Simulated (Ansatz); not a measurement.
## Ta3Au: reading a single point

```
CELL_PARAMETERS angstrom
5.29330 0.00000 0.00000
0.00000 5.29330 0.00000
0.00000 0.00000 5.29330
ATOMIC_POSITIONS crystal
Ta 0.25000 0.00000 0.50000
Ta 0.50000 0.75000 0.00000
Ta 0.75000 0.00000 0.50000
Ta 0.50000 0.25000 0.00000
Ta 0.00000 0.50000 0.75000
Ta 0.00000 0.50000 0.25000
Au 0.00000 0.00000 0.00000
Au 0.50000 0.50000 0.50000
```

Single point in Ansatz 0.2.0 with r2SCAN, no spin polarisation. Cutoff 500 eV, PAW datasets, 7×7×7 Γ-centred k mesh, fermi-dirac filling (width 0.1 eV).

- Formation energy: -0.04 eV an atom against the elements' usual phases (free molecules for gases, crystals otherwise, with no correction for O₂ or N₂), too near zero to call. Relaxing would lower it.
- Stress: The pressure is -9.3 GPa (compression positive), so with the atoms held at these fractions the cell would first shrink.
- Electronic structure: It is a metal, with about 10 states/eV a cell as the mean within 0.25 eV of the Fermi level, mostly Ta d (84 %).
- Charges: Bader charges in e: Ta +0.59, Au -1.77. In the mean Ta gives up most and Au takes most.

Origin: a database entry at a rescaled volume. Caveats: many states at the Fermi level without spin polarisation, so a magnetic state may lie lower.
